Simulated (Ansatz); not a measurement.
**Bi2Te2Pb2S3 under strain — Bi-209 NMR of the central transition**

Cell: an entry of the Crystallography Open Database (COD; perhaps a calculated or model structure), relaxed with PBE at fixed cell and then changed (x and y stretched by 1 %, ions relaxed).

```cif
data_structure
_symmetry_space_group_name_H-M 'P 1'
_symmetry_Int_Tables_number 1
_cell_length_a 4.3031
_cell_length_b 4.3031
_cell_length_c 33.8180
_cell_angle_alpha 90.000
_cell_angle_beta 90.000
_cell_angle_gamma 120.000
_cell_volume 542.31
loop_
_atom_site_label
_atom_site_type_symbol
_atom_site_fract_x
_atom_site_fract_y
_atom_site_fract_z
_atom_site_occupancy
Bi1 Bi 0.33333 0.66667 0.20186 1
Bi2 Bi 0.66667 0.33333 0.79814 1
Bi3 Bi 0.33333 0.66667 0.39857 1
Bi4 Bi 0.66667 0.33333 0.60143 1
Te5 Te 0.33333 0.66667 0.74564 1
Te6 Te 0.66667 0.33333 0.25436 1
Te7 Te 0.00000 0.00000 0.34604 1
Te8 Te 0.00000 0.00000 0.65396 1
Pb9 Pb 0.33333 0.66667 0.89952 1
Pb10 Pb 0.66667 0.33333 0.10048 1
Pb11 Pb 0.00000 0.00000 0.00000 1
Pb12 Pb 0.00000 0.00000 0.50000 1
S13 S 0.00000 0.00000 0.84968 1
S14 S 0.00000 0.00000 0.15032 1
S15 S 0.33333 0.66667 0.05015 1
S16 S 0.66667 0.33333 0.94985 1
S17 S 0.33333 0.66667 0.54997 1
S18 S 0.66667 0.33333 0.45003 1
```

Sites (sets of like atoms) are named by element and the number of their first atom in this list.

The numbers come from a DFT calculation in Ansatz (PBE, plane waves and PAW, scalar-relativistic, 420 eV cutoff, Γ-centred 8×8×1 k-points, Fermi–Dirac smearing 0.02 eV).

Bi-209 has I = 9/2 and Q = -516.0 mb (Pyykkö 2018); at 21.1 T its Larmor frequency is ν₀ = 146.9 MHz (from the bare nuclear moment; shielding lowers the observed one by a per cent or two). Only the quadrupole interaction is simulated: positions count from each site's isotropic chemical shift, and J coupling is left out, as are shift anisotropy and dipolar coupling, which fast spinning averages.

(1) Simulate the second-order pattern (fast magic-angle spinning, Gaussian broadening 0.3 kHz) of site Bi3 (3 S at 3.03 Å, 3 Te at 3.05 Å).

## Answers

(1) The calculation gives C_Q = 19.8 MHz and η = 0.00, so ν_Q = 0.825 MHz and the centre of gravity lies at -25.2 ppm (-3.70 kHz).

```
offset (kHz)  height
      -9.624       0
      -9.341       1
      -9.058       4
      -8.774       5
      -8.491       5
      -8.207       5
      -7.924       5
      -7.641       5
      -7.357       5
      -7.074       6
      -6.790       6
      -6.507       6
      -6.223       6
      -5.940      31
      -5.657      78
      -5.373      54
      -5.090      43
      -4.806      38
      -4.523      36
      -4.240      34
      -3.956      34
      -3.673      33
      -3.389      34
      -3.106      35
      -2.823      37
      -2.539      40
      -2.256      44
      -1.972      52
      -1.689      72
      -1.405     100
      -1.122      23
      -0.839       0
```

An axis of threefold or higher order runs through Bi3, so V_zz lies along it and η is zero.

Spin–orbit coupling is left out, which shifts gradients on Bi by a few per cent in wide-gap crystals, and can shift them far more where the calculated gap is small or absent, as here. Newer work puts Q(²⁰⁹Bi) near −420 mb, which would lower these couplings by about a fifth. With a gap of 0.4 eV on this mesh, the gradients can still move by some per cent as the k-mesh gets denser.

The relaxation (3 steps) took 40 s of wall time (2.5 min of CPU time) and 2.1 GiB at its peak, on 4 threads of Arm Neoverse V1 (aarch64; 8 cores open to the job, memory cap 8.0 GiB, no GPU), a shared host with a load of 0.6 a core.
